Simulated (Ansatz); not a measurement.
A geometry of Al away from equilibrium: the start of the relaxation of a generated cell, Al built in the AFLOW prototype A_tP12_96_ab (as in Si). The numbers are results of r2SCAN (plane waves to 500 eV, PAW, scalar-relativistic; Ansatz, a quantum-chemistry and plane-wave program), not measurements. Γ-centred k-mesh 7×7×6 on the run's cell, Fermi–Dirac smearing 0.05 eV.

```xyz
12
Lattice="5.5619 0.0000 0.0000 0.0000 5.5619 0.0000 0.0000 0.0000 7.0080" Properties=species:S:1:pos:R:3 pbc="T T T"
Al     0.4722     0.4722     0.0000
Al     3.2532     2.3088     1.7520
Al     2.3088     3.2532     5.2560
Al     5.0897     5.0897     3.5040
Al     0.9744     2.1091     1.9216
Al     3.7554     0.6719     6.8384
Al     1.8065     4.8900     3.3344
Al     4.5875     3.4528     5.4256
Al     3.4528     4.5875     1.5824
Al     0.6719     3.7554     0.1696
Al     4.8900     1.8065     3.6736
Al     2.1091     0.9744     5.0864
```

Task: Which atoms carry the largest force, and which way does it point?

Result: 2.80 eV/Å, on Al1, Al2, Al3, Al4 (atoms numbered as listed); on Al1 its components are (1.98, 1.98, 0.00).

Task: What is the pressure?

Result: +18.3 GPa, compression positive.

Task: How far above the relaxed end point is this geometry?

Result: 0.73 eV/atom; the path ends in P4₃2₁2 (No. 96).

No spin polarisation in the result.

The run could not lose the symmetry of its start, so the end can be a saddle point.

The end of the path is a generated cell of Al: the first start was made by placing the elements on the sites of a structure type, and the end was not matched to a known phase here, so it may be hypothetical. Known forms of Al include space group No. 225.
